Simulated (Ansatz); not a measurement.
Single points with PBEsol in Ansatz 0.2.0, PAW, spin-restricted, at the geometries given.

Question: Rank them by formation energy per atom at these unrelaxed geometries, against the elements' usual phases, most negative first.
A.
LaTiO3 (420 eV, 9×9×9 mesh on the cell that ran, as a rule the primitive one, cold 0.2231 eV)
Space group Pm-3m (No. 221). a = 3.977 Å, b = 3.977 Å, c = 3.977 Å, α = 90.00°, β = 90.00°, γ = 90.00°
```
atom  site  symmetry       x       y       z
   O    3c    4/mm.m  0.5000  0.5000  0.0000
  Ti    1b      m-3m  0.5000  0.5000  0.5000
  La    1a      m-3m  0.0000  0.0000  0.0000
```
B.
SrTl (420 eV, 8×8×8 mesh on the cell that ran, as a rule the primitive one, fermi-dirac 0.129 eV)
Space group Pm-3m (No. 221). a = 4.050 Å, b = 4.050 Å, c = 4.050 Å, α = 90.00°, β = 90.00°, γ = 90.00°
```csv
atom,site,symmetry,x,y,z
Sr,1a,m-3m,0.0000,0.0000,0.0000
Tl,1b,m-3m,0.5000,0.5000,0.5000
```
C.
CsPbCl3 (420 eV, 5×5×5 mesh on the cell that ran, as a rule the primitive one, cold 0.1451 eV)
Space group Pm-3m (No. 221). a = 5.628 Å, b = 5.628 Å, c = 5.628 Å, α = 90.00°, β = 90.00°, γ = 90.00°
```tsv
atom	site	symmetry	x	y	z
Cl	3c	4/mm.m	0.0000	0.5000	0.5000
Cs	1a	m-3m	0.0000	0.0000	0.0000
Pb	1b	m-3m	0.5000	0.5000	0.5000
```

Answer: A (-3.27 eV), C (-1.55 eV), B (-0.47 eV).

Origins: LaTiO3, a database entry at a rescaled volume; SrTl, a database entry at a rescaled volume; CsPbCl3, a database entry at a rescaled volume. Caveats for one or more cells: many states at the Fermi level without spin polarisation, so a magnetic state may lie lower; correlation that this level lacks may open a gap in such a compound; wide smearing; no spin-orbit coupling, which can shift this gap by tenths of an eV; the mesh misses a band edge that the path finds.
